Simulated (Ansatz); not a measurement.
Given:

Ta$_{2}$N:
Space group P-3m1 (No. 164); a = b = 3.0595 Å, c = 4.7935 Å, α = β = 90.00°, γ = 120.00°

| atom | site | symmetry | x | y | z |
|---|---|---|---|---|---|
| N | 1a | -3m. | 0.0000 | 0.0000 | 0.0000 |
| Ta | 2d | 3m. | 0.3333 | 0.6667 | 0.2535 |

This is the LDA-relaxed structure.

Q: All from LDA (plane waves, PAW; program Ansatz), unless another level is named. Estimate the highest zone-centre frequency.

A: 582 cm⁻¹.

Q: Give the bulk modulus (Birch–Murnaghan fit).

A: 297 GPa.

Symmetry was held in the LDA relaxation. The run is not spin-polarised. The volume moved by 15 % from the start of the relaxation. With an odd number of electrons in the cell and no spin polarisation, the count alone makes it a metal. As this level gives no gap, phonon frequencies hold no LO–TO term and depend on the k-mesh and smearing (Fermi–Dirac, 0.1 eV here). Scalar-relativistic: spin–orbit coupling is off unless named, which matters more the heavier the elements.

Potentials: the later of the program's two PAW sets.
